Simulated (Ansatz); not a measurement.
The start is a relaxed Sn cell, doubled along one cell vector, shaken by Gaussian noise of σ = 0.08 Å a coordinate. Cell shape, volume and atoms are optimised at zero target pressure with r2SCAN (plane waves to 500 eV, PAW, scalar-relativistic; Ansatz, a quantum-chemistry and plane-wave program). The first steps use a coarse 12×6×11 k-mesh.

Initial structure:
```
CELL_PARAMETERS angstrom
      3.23266     0.00000     0.00000
     -3.23266     5.59912     0.00000
      0.00000     0.00000     3.04859
ATOMIC_POSITIONS crystal
  Sn 0.99063 0.99505 0.53375
  Sn 0.03677 0.50688 0.49215
```

Question: How much energy is released per atom?

Answer: Under 0.01 eV/atom.

Question: Is the parent structure recovered?

Answer: It relaxes back to the parent, P6/mmm (No. 191).

Question: How do the shortest distances between atoms change?

Answer: The closest pairs of elements (up to four, under 3.6 Å), start → end: Sn–Sn 3.05 → 3.05 Å.

Question: Is the relaxed structure metallic? Give its gap.

Answer: Zero (metallic).

The end point of the relaxation:

Space group P6/mmm (No. 191); a = b = 3.233 Å, c = 3.049 Å, α = β = 90.00°, γ = 120.00°

```tsv
atom	site	symmetry	x	y	z
Sn	1b	6/mmm	0.0000	0.0000	0.5000
```

Final values are on a 17×17×15 k-mesh of the relaxed cell. No spin polarisation in the result.

The run could not lose the symmetry of its start: the end is stationary, and may be a saddle point rather than a minimum.

The relaxed structure here is a generated cell of Sn: the first start was made by placing the elements on the sites of a structure type, and the end was not matched to a known phase here, so it may be hypothetical. Known forms of Sn include space group No. 141, 227.
